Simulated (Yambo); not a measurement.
Here is the system:

```
Rb2NaYF6
1.0
    0.00000     4.51342     4.51342
    4.51342     0.00000     4.51342
    4.51342     4.51342     0.00000
F Na Rb Y
6 1 2 1
Direct
  0.75750   0.24250   0.24250
  0.24250   0.75750   0.75750
  0.24250   0.75750   0.24250
  0.75750   0.24250   0.75750
  0.24250   0.24250   0.75750
  0.75750   0.75750   0.24250
  0.50000   0.50000   0.50000
  0.75000   0.75000   0.75000
  0.25000   0.25000   0.25000
  0.00000   0.00000   0.00000
```

Workflow: LDA (Quantum ESPRESSO, PseudoDojo norm-conserving, 88 Ry, without SOC), then G0W0 in Yambo (2×2×2 Γ-centred k mesh, bands 2 to 272 and a 7 Ry block in the screening, 272 bands in G with the Bruneval-Gonze terminator, plasmon pole fitted at 27.2 eV).

Task: Give the LDA and G0W0 gaps between the band edges found on this mesh, and say where the edges lie.

Result: Edges: Γ → Γ. LDA: 6.10 eV; G0W0: 10.10 eV. Nearest settings tried, and what they do to the gap: 214 bands in W, 214 bands in G: +20 meV; 6 Ry block (339 vectors against 411): +6 meV; 1×1×1 mesh: -49 meV. So the settings aren't converged at that level. The k mesh is coarse. 

Geometry of the Materials Project entry, not relaxed at this level.
